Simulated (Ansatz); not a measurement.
Starting cell, C (graphite type, space group P6_3/mmc):

```
CELL_PARAMETERS angstrom
      2.45522     0.00000     0.00000
     -1.22761     2.12628     0.00000
      0.00000     0.00000     6.67049
ATOMIC_POSITIONS crystal
  C  0.00000 0.00000 0.25000
  C  0.00000 0.00000 0.75000
  C  0.33333 0.66667 0.25000
  C  0.66667 0.33333 0.75000
```

In each cell atom 2 (C, nearest neighbour C at 1.418 Å; its periodic images, 2.5 Å or more away, move with it) moves by s·(-0.866, 0.500, 0.000) (towards the nearest neighbour), the rest being held.

All values below come from r2SCAN+rVV10 (plane waves to 500 eV, PAW, scalar-relativistic; Ansatz, a quantum-chemistry and plane-wave program). k mesh 12×12×4 (Γ-centred), Fermi-Dirac smearing 0.05 eV. Energies are smeared free energies. Left out: 1 of 11 points, with atoms too close for the PAW data. With partly filled bands, energies and forces of such displacements shift with the k mesh and the smearing. C was relaxed with its symmetry unable to fall. The PAW data are Ansatz's earlier set. The zero of ΔE is the undisplaced structure.

Successive frames, forces in eV/Å:

```tsv
frame	ΔE (eV/cell)	F on C1	F on C2	F on C3	F on C4
s = -0.056 Å	0.082	(-0.004, 0.002, 0.000)	(-2.522, 1.456, 0.000)	(0.005, -0.003, 0.000)	(2.521, -1.455, 0.000)
s = 0.000 Å	0.000	(0.000, 0.000, 0.000)	(0.000, 0.000, 0.000)	(0.000, 0.000, 0.000)	(0.000, 0.000, 0.000)
s = 0.056 Å	0.090	(0.005, -0.003, 0.000)	(2.884, -1.665, 0.000)	(-0.005, 0.003, 0.000)	(-2.884, 1.665, 0.000)
```

Task: What are the energy and the forces in the next frame, s = 0.112 Å?

Result: ΔE (eV/cell) = 0.382.

```
atom      Fx      Fy     Fz
----  ------  ------  -----
C1     0.014  -0.008  0.000
C2     6.226  -3.595  0.000
C3    -0.010   0.006  0.000
C4    -6.230   3.597  0.000
```

(A displaced cell: forces are minus the slopes of the energy, force constants its curvatures, and phonons follow from these.)
